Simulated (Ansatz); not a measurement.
HF in Ansatz, relaxation

Run with:

```bash
ansatz run input.yaml --threads 2 --pin off --max-ram 3584MiB --backend cpu --events-out ev --progress --plain --runs-dir out
```

Input:

```yaml
crystal:
  lattice:
    - [2.23391, 0.0, 0.0]
    - [0.0, 2.896877, 0.0]
    - [0.0, 0.0, 4.943427]
  atoms:
    - { symbol: H, position: [0.0, 0.5, 0.449] }
    - { symbol: H, position: [0.5, 0.0, 0.551] }
    - { symbol: F, position: [0.0, 0.0, 0.223] }
    - { symbol: F, position: [0.5, 0.5, 0.777] }
  symmetry: { tolerance: 0.0003 }
kpoints:
  mp_grid: { grid: [9, 7, 4], shift: [0, 0, 0] }
magnetization:
  spin_polarized: false
scf:
  occupations: { method: gaussian, width: 0.0177 }
  lower_state_search: "off"
hamiltonian:
  pseudopotentials: { kind: paw }
  xc: pbesol
basis:
  ecutwfc: 420
  fft_grid_basis: typed
relax:
  max_steps: 80
  cell: { p_target: 0.0 }
  f_tol: 0.03
output:
  forces: true
  stress: true
  eigenvalues: true
  bader: true
  populations: true
  elf: true
  write_potential: true
  volumetric_format: npy
  dos:
    e_range: [-12, 8]
    de: 0.05
    projected: { site_lists: { F: [F], H: [H] } }
checkpoint:
  read: saved_state
```

Origin of the cell: a known structure type with other elements, at an estimated volume, so it need not be a known compound.

The saved state is a converged single point of the same cell.

Output (shortened):

```
SCF iter   1: F=—  HF=-1626.086912 eV  Δρ=1.61e-3  dr2=3.27e-4
SCF iter   2: F=—  HF=-1626.087467 eV  Δρ=1.75e-3  dr2=1.16e-3  recentre
SCF iter   3: F=—  HF=-1626.087190 eV  Δρ=6.92e-4  dr2=1.04e-4
SCF iter   4: F=—  HF=-1626.087236 eV  Δρ=3.15e-5  dr2=5.99e-8
SCF iter   5: F=-1626.087189 eV  HF=-1626.087189 eV  Δρ=3.65e-6  dr2=1.46e-9
relax step   1: F+E_penalty+E_count = -1626.087189 eV  Δ(F+E_penalty+E_count) = +0.000e0 eV  max|allowed force component| = 3.928e0 eV/Å  Δτ_max = 0.0000 Å  P = -18.086 GPa  Ω = 31.991 Å³  (5 […]
relax step   2: F+E_penalty+E_count = -1628.302679 eV  Δ(F+E_penalty+E_count) = -2.215e0 eV  max|allowed force component| = 3.379e0 eV/Å  Δτ_max = 0.1950 Å  P = -17.998 GPa  Ω = 30.520 Å³  en […]
relax step   3: F+E_penalty+E_count = -1629.800077 eV  Δ(F+E_penalty+E_count) = -1.497e0 eV  max|allowed force component| = 1.776e0 eV/Å  Δτ_max = 0.1701 Å  P = -10.161 GPa  Ω = 28.467 Å³  en […]
relax step   4: F+E_penalty+E_count = -1630.446487 eV  Δ(F+E_penalty+E_count) = -6.464e-1 eV  max|allowed force component| = 9.418e-1 eV/Å  Δτ_max = 0.0792 Å  P = -1.900 GPa  Ω = 27.280 Å³  e […]
relax step   5: F+E_penalty+E_count = -1631.026471 eV  Δ(F+E_penalty+E_count) = -5.800e-1 eV  max|allowed force component| = 1.313e0 eV/Å  Δτ_max = 0.0763 Å  P = +3.595 GPa  Ω = 26.627 Å³  en […]
relax step   6: F+E_penalty+E_count = -1631.614659 eV  Δ(F+E_penalty+E_count) = -5.882e-1 eV  max|allowed force component| = 1.139e0 eV/Å  Δτ_max = 0.1106 Å  P = +10.233 GPa  Ω = 26.225 Å³  e […]
relax step   7: F+E_penalty+E_count = -1632.046432 eV  Δ(F+E_penalty+E_count) = -4.318e-1 eV  max|allowed force component| = 6.608e-1 eV/Å  Δτ_max = 0.2000 Å  P = +4.338 GPa  Ω = 26.228 Å³  e […]
relax step   8: F+E_penalty+E_count = -1632.250312 eV  Δ(F+E_penalty+E_count) = -2.039e-1 eV  max|allowed force component| = 2.912e-1 eV/Å  Δτ_max = 0.1575 Å  P = +4.576 GPa  Ω = 27.395 Å³  e […]
relax step   9: F+E_penalty+E_count = -1632.359275 eV  Δ(F+E_penalty+E_count) = -1.090e-1 eV  max|allowed force component| = 1.651e-1 eV/Å  Δτ_max = 0.1504 Å  P = +3.329 GPa  Ω = 28.233 Å³  e […]
relax step  10: F+E_penalty+E_count = -1632.376979 eV  Δ(F+E_penalty+E_count) = -1.770e-2 eV  max|allowed force component| = 3.521e-2 eV/Å  Δτ_max = 0.1997 Å  P = +1.198 GPa  Ω = 27.670 Å³  e […]
relax step  11: F+E_penalty+E_count = -1632.384551 eV  Δ(F+E_penalty+E_count) = -7.572e-3 eV  max|allowed force component| = 1.203e-2 eV/Å  Δτ_max = 0.0082 Å  P = -1.189 GPa  Ω = 29.383 Å³  e […]
relax step  12: F+E_penalty+E_count = -1632.388172 eV  Δ(F+E_penalty+E_count) = -3.621e-3 eV  max|allowed force component| = 1.841e-2 eV/Å  Δτ_max = 0.0056 Å  P = -0.170 GPa  Ω = 29.360 Å³  e […]
[… 38 lines left out …]
relax step  51: F+E_penalty+E_count = -1632.679170 eV  Δ(F+E_penalty+E_count) = +2.115e-4 eV  max|allowed force component| = 3.364e-5 eV/Å  Δτ_max = 0.0000 Å  P = -0.002 GPa  Ω = 45.359 Å³  e […]
relax step  52: F+E_penalty+E_count = -1632.681607 eV  Δ(F+E_penalty+E_count) = -2.438e-3 eV  max|allowed force component| = 3.383e-5 eV/Å  Δτ_max = 0.0000 Å  P = +0.025 GPa  Ω = 45.359 Å³  stress off target by 9.67e-2 GPa […]
relax step  53: F+E_penalty+E_count = -1632.680235 eV  Δ(F+E_penalty+E_count) = +1.372e-3 eV  max|allowed force component| = 4.020e-5 eV/Å  Δτ_max = 0.0000 Å  P = +0.002 GPa  Ω = 45.668 Å³  e […]
relax step  54: F+E_penalty+E_count = -1632.681717 eV  Δ(F+E_penalty+E_count) = -1.481e-3 eV  max|allowed force component| = 3.985e-5 eV/Å  Δτ_max = 0.0000 Å  P = +0.020 GPa  Ω = 45.668 Å³  stress off target by 8.24e-2 GPa […]
relax step  55: F+E_penalty+E_count = -1632.680405 eV  Δ(F+E_penalty+E_count) = +1.312e-3 eV  max|allowed force component| = 4.578e-5 eV/Å  Δτ_max = 0.0000 Å  P = -0.001 GPa  Ω = 45.957 Å³  e […]
relax step  56: F+E_penalty+E_count = -1632.681854 eV  Δ(F+E_penalty+E_count) = -1.449e-3 eV  max|allowed force component| = 4.573e-5 eV/Å  Δτ_max = 0.0000 Å  P = +0.017 GPa  Ω = 45.957 Å³  stress off target by 7.10e-2 GPa […]
relax step  57: F+E_penalty+E_count = -1632.680742 eV  Δ(F+E_penalty+E_count) = +1.112e-3 eV  max|allowed force component| = 4.969e-5 eV/Å  Δτ_max = 0.0000 Å  P = -0.000 GPa  Ω = 46.203 Å³  e […]
relax step  58: F+E_penalty+E_count = -1632.682069 eV  Δ(F+E_penalty+E_count) = -1.328e-3 eV  max|allowed force component| = 4.973e-5 eV/Å  Δτ_max = 0.0000 Å  P = +0.014 GPa  Ω = 46.203 Å³  stress off target by 6.28e-2 GPa […]
relax step  59: F+E_penalty+E_count = -1632.681076 eV  Δ(F+E_penalty+E_count) = +9.930e-4 eV  max|allowed force component| = 5.222e-5 eV/Å  Δτ_max = 0.0000 Å  P = -0.001 GPa  Ω = 46.424 Å³  e […]
relax step  60: F+E_penalty+E_count = -1632.682113 eV  Δ(F+E_penalty+E_count) = -1.036e-3 eV  max|allowed force component| = 5.228e-5 eV/Å  Δτ_max = 0.0000 Å  P = +0.011 GPa  Ω = 46.424 Å³  stress off target by 5.34e-2 GPa […]
relax step  61: F+E_penalty+E_count = -1632.681278 eV  Δ(F+E_penalty+E_count) = +8.347e-4 eV  max|allowed force component| = 5.284e-5 eV/Å  Δτ_max = 0.0000 Å  P = -0.001 GPa  Ω = 46.611 Å³  e […]
relax step  62: F+E_penalty+E_count = -1632.682170 eV  Δ(F+E_penalty+E_count) = -8.914e-4 eV  max|allowed force component| = 5.289e-5 eV/Å  Δτ_max = 0.0000 Å  P = +0.009 GPa  Ω = 46.611 Å³  stress off target by 4.79e-2 GPa […]
SCF 62 converged in 5 iterations: F = -1632.682170 eV  dr2 = 2.47e-12
basis re-selected at this cell: Δ(F+E_penalty+E_count) = -8.914e-4 eV, ΔP = +0.010 GPa vs the last step (what re-selecting the basis moved, of the pressure what is left beyond the Pulay corre […]
SCF converged after 5 iterations
Free energy (F): -1632.682170 eV
Harris-Foulkes:  -1632.682170 eV  (|F-HF|=4.55e-13)
Internal energy: -1632.682170 eV  (E = F + TS)
E sigma→0 (E₀):  -1632.682170 eV
Fermi energy:    -1.134202 eV
--- Per-component energies (eV) ---
  E_band       = -187.160291
  E_kinetic    = 436.134677
  E_local      = -1625.950715  (includes V_loc(G=0)·N_el)
  E_nonlocal   = 151.462548
  E_hartree    = 603.908915
  E_xc         = -172.694021
  E_vxc        = -222.815761  (∫ρ·V_xc dr)
  E_paw        = -389.162354  (= ΣΔE_a)
  E_vpaw       = -133.811712  (= ΣTr[D̂ρ^β])
  E_aug_tail   = 0.002784  (compensation charges beyond the density's cutoff)
  E_ewald      = -636.468890
  E_core_change = 0.084885  (= ΣΔE_core)
  E_smearing   = -0.000000  (= −TS)
  Σ components = -1632.682170   (vs F -1632.682170, Δ=0.00e0)
--- Forces (eV/Å), atoms counted from 1 ---
  atom   1  H      0.000000    -0.000000    -0.000053
  atom   2  H     -0.000000     0.000000     0.000053
  atom   3  F     -0.000000     0.000000     0.000053
  atom   4  F      0.000000    -0.000000    -0.000053
  max |Σ_I F_I| component: 0.0 eV/Å
--- Stress (GPa, compression-positive) ---
        0.047891       0.000000       0.000000
        0.000000      -0.006742      -0.000000
        0.000000      -0.000000      -0.014869
  P = ⅓ Tr σ = 0.0088 GPa (0.088 kbar)
--- Relaxed structure (46 steps of the walk, 46 accepted, 16 SCFs on fresh bases) ---
  F+E_penalty+E_count = -1632.682170 eV   max|allowed force component| = 5.289e-5 eV/Å   (the final SCF, on the basis selected at the relaxed cell)
  cell:  # Å, volume = 46.6105 Å³
    - [3.665111, 0.0, 0.0]
    - [0.0, 2.257684, 0.0]
    - [0.0, 0.0, 5.632920]
  atoms:
    - { symbol: H, position: [0.0, 0.5, 0.250023] }
    - { symbol: H, position: [0.500000, 0.0, 0.749977] }
    - { symbol: F, position: [0.0, 0.0, 0.250004] }
    - { symbol: F, position: [0.500000, 0.5, 0.749996] }
--- Löwdin populations: 4 sites ---
  site symbol       q [e]
     0      H      0.5180
     1      H      0.5180
     2      F      7.4354
     3      F      7.4354
  spilling = 0.005835 (of n_electrons = 16.000000)
--- Bader charges: 4 sites ---
  site symbol  charge [e]  shift [e]
     0      H      0.7666     0.0026
     1      H      0.7666     0.0026
     2      F     -0.7666     0.0026
     3      F     -0.7666     0.0026
  estimated error of the sums over rays = 2.0e-4 e
```

Before:

Space group Pmmn (No. 59); the run's cell has a = 2.234 Å, b = 2.897 Å, c = 4.943 Å, α = 90.00°, β = 90.00°, γ = 90.00°. Shortest distances: F–H 1.83 Å, H–H 1.90 Å, F–F 2.23 Å.

After:

Space group Immm (No. 71); the run's cell has a = 3.665 Å, b = 2.258 Å, c = 5.633 Å, α = 90.00°, β = 90.00°, γ = 90.00°. Shortest distances: F–H 1.13 Å, H–H 2.26 Å, F–F 2.26 Å.

* Free energy lowered by: 1648.7 meV/atom
* Volume change: 45.70 %
* Final pressure: 0.01 GPa
* Relaxation steps listed: 62

Caveats: no dispersion correction, so spacings can come out too large where layers or molecules are weakly bound; the relaxation held the start's symmetry, so the end may be a saddle point.

The run took 58 s on 2 threads of Arm Neoverse V2, with other jobs on the host, peak memory 0.32 GiB, from a saved density.
